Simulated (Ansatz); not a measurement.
### Question
RuW (rock salt, Fm-3m) is relaxed with PBE in the plane-wave PAW code Ansatz. What lattice parameters of the conventional cell result?

### Answer
a = 5.130 Å.

The start of the workflow was typed in or built on a structure type; neither database checked (COD, Materials Project) lists it. Whether it is the stable phase at ambient conditions was not checked. The PBE relaxation kept the symmetry of its start; its stability against distortions is not shown here. No spin polarisation was allowed. The volume moved by 15 % from the start of the relaxation. Its formation energy is positive at this level, so the cell may be metastable or incomplete. Scalar-relativistic: spin–orbit coupling is off unless named, which matters more the heavier the elements.

Potentials: the later of the program's two PAW sets.
